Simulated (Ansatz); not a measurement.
**Profile along the Al–N line in AlN (wurtzite)**

AlN (wurtzite)

```cif
data_Al2N2
_chemical_formula_sum 'Al2 N2'
_space_group_name_H-M_alt 'P63mc'
_space_group_IT_number 186
_space_group_name_Hall 'P 6c -2c'
_cell_length_a 3.10670
_cell_length_b 3.10670
_cell_length_c 4.97846
_cell_angle_alpha 90.000
_cell_angle_beta 90.000
_cell_angle_gamma 120.000
loop_
_atom_site_label
_atom_site_type_symbol
_atom_site_symmetry_multiplicity
_atom_site_Wyckoff_symbol
_atom_site_fract_x
_atom_site_fract_y
_atom_site_fract_z
_atom_site_occupancy
Al1 Al 2 b 0.66667 0.33333 0.49659 1
N1 N 2 b 0.33333 0.66667 0.37821 1
```

Fields along a shortest Al–N line of a (1 -1 0 0) plane (1.90 Å), from Al to N, interpolated on the slice's grid (step about 0.2 Å). These are r2SCAN (plane waves to 500 eV, PAW, scalar-relativistic; Ansatz, a first-principles code) values and carry that method's errors. k mesh 12×12×7. Inside the PAW spheres the values are not all-electron values, and peaks at nuclei hang on which shells count as valence. AlN was relaxed with its symmetry unable to fall.

| distance from Al (Å) | valence electron density (e/Å³) | electron localisation function |
|---|---|---|
| 0.00 | 0.05 | x |
| 0.10 | 0.06 | x |
| 0.19 | 0.06 | x |
| 0.29 | 0.06 | x |
| 0.38 | 0.08 | x |
| 0.47 | 0.11 | 0.03 |
| 0.57 | 0.18 | 0.24 |
| 0.67 | 0.28 | 0.52 |
| 0.76 | 0.39 | 0.75 |
| 0.85 | 0.52 | 0.85 |
| 0.95 | 0.68 | 0.87 |
| 1.04 | 0.87 | 0.88 |
| 1.14 | 1.14 | 0.88 |
| 1.23 | 1.50 | 0.87 |
| 1.33 | 2.00 | 0.84 |
| 1.42 | 2.61 | 0.76 |
| 1.52 | 3.18 | x |
| 1.61 | 3.53 | x |
| 1.71 | 3.60 | x |
| 1.80 | 3.52 | x |
| 1.90 | 3.47 | x |

x: too close to a nucleus for the ELF to mean much.

Density on the Al–N line (1.90 Å) at its midpoint: 0.68 e/Å³. ELF at that point: 0.87. ELF maximum in the middle third of the Al–N line: 0.88, 1.1 Å from Al.
